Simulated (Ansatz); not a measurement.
## InSe: what the electron mass says about interband coupling

Level of theory: DFT r2SCAN, scalar-relativistic, plane waves, PAW (Ansatz 0.2.0).

Plane waves to 500 eV, a k mesh through Γ of 12×12×2 on the computed 8-atom cell and Gaussian smearing (0.02 eV); no spin polarisation.

Relaxed cell: P6_3/mmc, a = 4.043 Å, b = 4.043 Å, c = 17.423 Å, α = 90.00°, β = 90.00°, γ = 120.00°, 8 atoms in the primitive cell.

The direct gap at Γ is 0.945 eV, and at Γ the conduction band has a mass of 0.1122 mₑ and the lightest hole 0.1031 mₑ, both along z.

**Question.** Use two-band k·p theory to get the Kane energy. As an exercise, what mass follows if the true gap is 1.5 times the computed one (semilocal functionals can miss by more, threefold or worse in zinc and cadmium oxides)?

**Answer.** Coupling to the valence top alone gives mₑ/m* = 1 + E_P/E_g, so E_P = E_g (mₑ/m* − 1) = 0.945 × (8.91 − 1) = 7.5 eV. The light hole is the mirror band, mₑ/mₗₕ = E_P/E_g − 1, and gives 10.1 eV; the spread shows what other bands add. Fits to experiment give about 15 to 31 eV for common tetrahedral semiconductors; the figure from the electron is a net one, lowered by higher conduction bands, and semilocal functionals tend to give less. With E_P fixed and E_g = 1.42 eV the mass becomes 0.159 mₑ: in this model the mass grows with the gap, in proportion where E_P ≫ E_g, which is why functionals that close gaps give light electrons. A correction that opens the gap also strengthens the coupling, so the true mass usually rises less. Remote bands and spin-orbit splitting are left out of the model.

The cell holds layers, and r2SCAN describes their binding at middle range but leaves out its long-range dispersion part.

Cost: 3 runs of about 10 core-minutes in all, on Arm Neoverse V2 (shared hosts).